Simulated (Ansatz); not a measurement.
**Where the states of InPt3 lie**

Space group Pm-3m (No. 221). a = 3.988 Å, b = 3.988 Å, c = 3.988 Å, α = 90.00°, β = 90.00°, γ = 90.00°
| atom | site | symmetry | x | y | z |
| --- | --- | --- | --- | --- | --- |
| In | 1a | m-3m | 0.0000 | 0.0000 | 0.0000 |
| Pt | 3c | 4/mm.m | 0.5000 | 0.5000 | 0.0000 |

The runs use the primitive cell with vectors (3.988, 0.000, 0.000), (0.000, 3.988, 0.000), (0.000, 0.000, 3.988) Å, to which the k mesh refers.

The cell is COD entry 9009698, as deposited and not checked against the literature; nothing was relaxed.

Spin polarisation is left out, and whether a magnetic state lies lower isn't shown here.

No spin–orbit coupling, which matters for the heavy atoms here.

The calculation used Ansatz 0.2.0, DFT, PBEsol, all-electron LAPW, scalar-relativistic.

Sampling and basis: a Γ-centred 10×10×10 k mesh, Fermi–Dirac smearing of 0.05 eV, basis error target 0.5 meV/atom, no spin polarisation.

(1) Which of the resolved shells contributes most within 0.3 eV of the Fermi level?

(2) Where is the centre of the filled Pt 5d states between -14 eV and the top of the filled states?

(3) Tabulate the density of states.

Answers

(1) Pt 5d, with 83 % of all states there; In 5s follows with 6 %.

(2) -3.08 eV from the Fermi level.

(3) States per eV and cell, averaged over 0.6 eV, from -5.8 to 3.6 eV, with energies (bin centres) from the Fermi level; empty bins are left out. The partial columns, the largest 5 alone, are projections on Löwdin-orthogonalised atomic shells (those that the program's projection atoms carry: the occupied ones and, for some elements, an empty d or f shell; other empty shells have no column), summed over atoms of an element. Weights on diffuse s and p shells depend on that basis and aren't pure angular character.
```csv
E (eV),total,Pt 5d,In 5p,Pt 6s,In 5s,In 4d
-5.6,2.90,1.95,0.44,0.44,0.02,0.02
-5.0,5.99,5.34,0.28,0.28,0.02,0.04
-4.4,5.25,4.59,0.38,0.18,0.03,0.02
-3.8,5.62,4.96,0.43,0.13,0.02,0.01
-3.2,4.87,4.31,0.35,0.11,0.01,0.01
-2.6,3.49,3.11,0.18,0.10,0.02,0.01
-2.0,7.19,6.83,0.11,0.13,0.01,0.03
-1.4,6.59,6.03,0.12,0.30,0.03,0.02
-0.8,3.73,3.09,0.13,0.16,0.20,0.01
-0.2,3.24,2.64,0.12,0.14,0.20,0.01
0.4,1.11,0.92,0.07,0.02,0.06,0.00
1.0,0.41,0.24,0.13,0.02,0.00,0.00
1.6,1.92,0.99,0.58,0.22,0.06,0.00
2.2,1.48,0.56,0.48,0.23,0.11,0.00
2.8,1.22,0.33,0.42,0.24,0.13,0.00
3.4,1.10,0.22,0.29,0.30,0.20,0.00
```
